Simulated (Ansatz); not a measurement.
The calculation used DFT PBEsol, scalar-relativistic, plane waves, PAW (Ansatz).

Cutoff 420 eV; k points 8×8×8 on the computed 4-atom cell (Γ-centred); Gaussian smearing, width 0.10 eV; no spin polarisation.

```
Sr Mg
1.0
     0.00000    4.44593    4.44593
     4.44593    0.00000    4.44593
     4.44593    4.44593    0.00000
Sr Mg
3 1
Direct
  0.50000 0.50000 0.50000
  0.75000 0.75000 0.75000
  0.25000 0.25000 0.25000
  0.04217 0.04217 0.95783
```

(1) Is this geometry at equilibrium? Which atom feels the largest force?

(2) Give all forces and the stress.

## Answers

(1) It isn't. Atom 4 (Mg) feels (0.00, 0.00, -0.29) eV/Å, 0.288 eV/Å in size.

(2)
```
atom Fx Fy Fz
 Sr1  0.000  0.000  -0.084
 Sr2  0.000  0.000   0.186
 Sr3  0.000  0.000   0.186
 Mg4  0.000  0.000  -0.288
```
Stress (GPa, compression positive):
```
-0.37  0.00  0.00
 0.00 -0.37  0.00
 0.00  0.00 -0.48
```